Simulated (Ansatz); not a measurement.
Ge:
```
Ge
1.0
    4.92296     2.84227     1.95331
   -4.92296     2.84227     1.95331
    0.00000    -5.68455     1.95331
Ge
8
Direct
  0.71586   0.71586   0.71586
  0.28414   0.28414   0.28414
  0.03023   0.72620   0.53367
  0.96977   0.27380   0.46633
  0.53367   0.03023   0.72620
  0.46633   0.96977   0.27380
  0.72620   0.53367   0.03023
  0.27380   0.46633   0.96977
```

Relaxed with PBEsol. Special points in fractions of this cell's reciprocal vectors: Γ (0.000, 0.000, 0.000); L (0.500, 0.000, 0.000); T (0.500, -0.500, 0.500); P0 (0.245, -0.755, 0.245); P2 (0.245, 0.245, 0.245); F (0.500, -0.500, 0.000).

**Question.** List the band energies nearest the Fermi level at these points for PBEsol (plane waves, PAW; program Ansatz).

**Answer.** In eV from the Fermi level; about four levels below and three above (degenerate sets whole), none deeper than 8.9 eV; points with the same levels are listed once.

```csv
k,below,above
Γ,-3.68 -3.68 -1.23 -1.23 -0.71,1.48 1.83 1.83
L,-1.47 -1.21 -0.82 -0.17,1.27 1.57 1.73
T,-2.74 -2.74 -2.50 -2.26,0.42 0.42 1.19
P0,-2.85 -2.85 -2.25 -2.25 -1.99,1.74 2.14 2.14
F,-2.15 -1.63 -1.52 -1.05,0.62 0.74 1.44
```

Space group R-3. The first step of the workflow began from a Materials Project structure, measured or hypothetical; the Crystallography Open Database copy checked does not list it. It is not the phase usual at ambient conditions (space group No. 227). Symmetry was held in the PBEsol relaxation; its stability against distortions is not shown here. Spin–orbit coupling is left out wherever it is not named.

Potentials: the later of the program's two PAW sets.
